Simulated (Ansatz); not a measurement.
The elements of this relaxed trial crystal are hidden behind letters.

```
lattice vectors (Å)
   3.3284    0.0000    0.0000
   0.0000    3.3284    0.0000
   0.0000    0.0000   11.2980
fractional positions
X 0.0000 0.0000 0.0000
Z 0.5000 0.5000 0.1933
Z 0.5000 0.5000 0.5000
Z 0.5000 0.5000 0.8067
Q 0.0000 0.0000 0.3302
Q 0.0000 0.0000 0.6698
```

Theory: DFT PBE, scalar-relativistic, plane waves, PAW (Ansatz). Plane waves to 420 eV, a 12×12×4 mesh through Γ for the 6-atom cell and 0.10 eV Gaussian smearing; no spin polarisation.

```
Space group                                : P4/mmm (No. 123)
Conventional cell                          : a = 3.328 Å, c = 11.298 Å
Volume per atom                            : 20.86 Å³
Density                                    : 6.29 g/cm³
Energy over the elements                   : +0.11 eV/atom
Gap on the 12×12×4 mesh of the 6-atom cell : 0 eV (a metal)
```

Energies are uncorrected and count from the elements' standard states at the same level.

Task: X is a p-block element of period 5, Z is a p-block element of period 4 and Q is a p-block element of period 4. Which elements are they?

Result: X = In, Z = Ga, Q = As, so the formula is InGa3As2. Density times volume gives a mean mass of 6.29 × 20.86/1.6605 = 79.0 u per atom, and this set has 79.0 u. In has 8 Ga at 3.21 Å, 4 In at 3.33 Å and 2 As at 3.73 Å; Ga on a site of symmetry 4mm has 4 As at 2.82 Å, 4 In at 3.21 Å and 5 Ga at 3.33–3.47 Å; As is surrounded by 4 Ga at 2.82 Å, 4 Ga at 3.04 Å, 4 As at 3.33 Å and 1 In at 3.73 Å; 1 more site not described. Other sets within the hints have nearly the same mass, so mass alone doesn't settle it; this one was computed.

A structure relaxed within its symmetry needn't be a true minimum.
